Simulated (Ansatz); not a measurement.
Ansatz input

```yaml
crystal:
  lattice:
    - [-1.5619020926, 1.5619020926, 1.5619020926]
    - [1.5619020926, -1.5619020926, 1.5619020926]
    - [1.5619020926, 1.5619020926, -1.5619020926]
  atoms:
    - { symbol: Ir, position: [0.0, 0.0, 0.0] }
hamiltonian:
  xc: blyp
  pseudopotentials:
    kind: paw
    azcp:
      Ir: "pseudopotentials/Ir.paw.azcp"
basis:
  ecutwfc: 420
  fft_grid_basis: typed
kpoints:
  mp_grid: { grid: [16, 16, 16], shift: [0, 0, 0] }
magnetization:
  spin_polarized: false
scf:
  occupations: { method: fermi_dirac, width: 0.1 }
  lower_state_search: "off"
output:
  stress: true
  write_density: true
  write_potential: true
  elf: true
  volumetric_format: npy
```

Terminal output

```
Engine: ansatz 0.2.0, aarch64-unknown-linux-gnu
Pseudopotentials: kind: paw
Pseudopotential: Ir, paw, valence charge 17, recommended cutoff 420 eV (normal) 
Functional definition: BLYP
  parameter beta = 0.0042
  parameter a = 0.04918
  parameter b = 0.132
  parameter c = 0.2533
  parameter d = 0.349
  exchange = b88_x(beta = beta)
  correlation = lyp_c(a = a, b = b, c = c, d = d)
Crystal: 1 atoms, lattice volume = 15.241 Å³
Basis set: ecut = 420 eV, 321 PW (Γ), exchange–correlation on 40×40×40 points (8 copies of the dense FFT grid, shifted against one another)
Bands: 13, of which v1, the nominal top of the filled ones, is band 9 counted from 1 (8 counted from 0)
Symmetry: 48 space group operations
Space group: Im-3m (ITA 229), of the structure as read, at distance tolerance 2.5e-5 Å
k-points: 145 of 4096
Non-local potential: Ir, projectors of the file, l = 0: 3, l = 1: 2, l = 2: 2, l = 3: 1
PAW form: soft (Blöchl's): semilocal exchange-correlation on the pseudo side does not see the compensation charge
PAW frozen core: Ir, regenerated for the run's functional, and the local potential with it (the file was generated under x = pbe(κ = 0.804, μ = 0.2195149727645171), c = pbe(β = 0.06672455060314922))
PAW one-centre angular grid: Ir, 590 points (default); XC on 64 Gauss nodes
Initial density: superposition of atomic densities (neutral atoms: chi_scale 0, normalization atom), corrected by the library's trained network
Initial wavefunctions: pseudopotential atomic-orbital guess
Functional: x = b88, c = lyp
SCF iter   1: F=—  HF=-11960.183646 eV  |F-HF|=—  |Δ(HF+E_count)|=         —  Δρ=1.50e-2  dr2=3.48e-2  ethr=1.77e-3  ⟨swp⟩=5.0  Hψ=9750  notcnv=0
SCF iter   2: F=—  HF=-11960.174081 eV  |F-HF|=—  |Δ(HF+E_count)|=   9.56e-3  Δρ=4.67e-3  dr2=1.19e-3  ethr=2.05e-4  ⟨swp⟩=2.6  Hψ=4103  notcnv=0
SCF iter   3: F=—  HF=-11960.174115 eV  |F-HF|=—  |Δ(HF+E_count)|=   3.35e-5  Δρ=2.10e-3  dr2=2.33e-4  ethr=7.01e-6  ⟨swp⟩=2.8  Hψ=3292  notcnv=0
SCF iter   4: F=—  HF=-11960.174239 eV  |F-HF|=—  |Δ(HF+E_count)|=   1.24e-4  Δρ=5.25e-4  dr2=1.43e-5  ethr=1.37e-6  ⟨swp⟩=2.0  Hψ=2550  notcnv=0
SCF iter   5: F=—  HF=-11960.174251 eV  |F-HF|=—  |Δ(HF+E_count)|=   1.23e-5  Δρ=5.82e-5  dr2=1.61e-7  ethr=8.42e-8  ⟨swp⟩=2.7  Hψ=3033  notcnv=0
SCF iter   6: F=-11960.174251 eV  HF=-11960.174251 eV  |F-HF|=5.22e-10  |Δ(HF+E_count)|=   1.70e-7  Δρ=3.60e-6  dr2=5.12e-10  ethr=5.88e-10  ⟨swp⟩=7.4  Hψ=10127  notcnv=0
SCF 1 converged in 6 iterations: F = -11960.174251 eV  dr2 = 5.12e-10
SCF converged after 6 iterations
Free energy (F): -11960.174251 eV
Harris-Foulkes:  -11960.174251 eV  (|F-HF|=5.22e-10)
Internal energy: -11960.095923 eV  (E = F + TS)
E sigma→0 (E₀):  -11960.135087 eV
Entropy (-TS):   -0.078329 eV (-78.329 meV/atom)
Fermi energy:    23.763536 eV
--- Per-component energies (eV) ---
  E_band       = -104.342667
  E_kinetic    = 623.851254
  E_local      = -1155.919576  (includes V_loc(G=0)·N_el)
  E_nonlocal   = 72.603003
  E_hartree    = 440.101008
  E_xc         = -263.481486
  E_vxc        = -293.899025  (∫ρ·V_xc dr)
  E_paw        = -9253.326944  (= ΣΔE_a)
  E_vpaw       = -231.180448  (= ΣTr[D̂ρ^β])
  E_aug_tail   = 0.000036  (compensation charges beyond the density's cutoff)
  E_ewald      = -2424.073367
  E_core_change = 0.150151  (= ΣΔE_core)
  E_smearing   = -0.078329  (= −TS)
  E_closure    = 0.000000  (closes the sum)
  Σ components = -11960.174251   (vs F -11960.174251, Δ=0.00e0)
--- Stress (GPa, compression-positive) ---
       11.727216      -0.000000       0.000000
       -0.000000      11.727216      -0.000000
        0.000000       0.000000      11.727216
  P = ⅓ Tr σ = 11.7272 GPa (117.272 kbar)
--- Band table (eV; the first three rows and the last of 145) ---
  k-point 0: bands = ["-68.4209", "-24.9778", "-24.9778", "-24.9778", "13.8512", "20.4378", "20.4378", "20.4378", "23.2878", "23.2878", "40.3270", "40.3270", "40.3270"]
  k-point 1: bands = ["-68.4189", "-25.0023", "-24.9861", "-24.9777", "14.0229", "20.3628", "20.4354", "20.5850", "23.1852", "23.2927", "40.4274", "40.5555", "40.5904"]
  k-point 2: bands = ["-68.4133", "-25.0716", "-25.0098", "-24.9775", "14.5169", "20.1556", "20.4127", "21.0191", "22.9599", "23.3111", "40.6019", "40.9958", "41.3577"]
  k-point 144: bands = ["-68.3288", "-25.4348", "-25.4348", "-25.4348", "17.3416", "17.3416", "25.2122", "25.2122", "25.2122", "31.6505", "31.6505", "31.6505", "37.6242"]
```
